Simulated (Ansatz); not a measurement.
NaCl (NiAs type, P6_3/mmc), DFT-PBEsol in the program Ansatz with PAW potentials, all energies at zero smearing, with the estimated change up to a 700 eV cutoff added, with one set of potentials and settings (totals compare only within such a set). Cell of 12 atoms (6 Na, 6 Cl): -15241.051 eV.

```
element                reference phase  E (eV/atom)
-------  -----------------------------  -----------
Na       P6_3/mmc, 2 atoms in the cell   -1475.8698
Cl           Cmce, 4 atoms in the cell   -1060.8120
```

Formation energy per atom, worked out: (-15241.051 − 6×(-1475.8698) − 6×(-1060.8120))/12 = -1.747 eV/atom (-169 kJ per mol of atoms), at 0 K, without zero-point energy or fitted corrections.

The first step of the workflow began from a Materials Project structure, measured or hypothetical; the Crystallography Open Database copy checked does not list it. It is not the phase usual at ambient conditions (space group No. 225). The cell was relaxed with PBEsol under the symmetry of its start; whether a distortion lowers the energy is not shown. The references are the lowest solids computed at this level, not always the standard phases (solids in place of the gases).

Potentials: the earlier of the program's two PAW sets. The files were generated under PBE; for other functionals the program regenerates the frozen cores, and for LDA and PBEsol the local potential too.
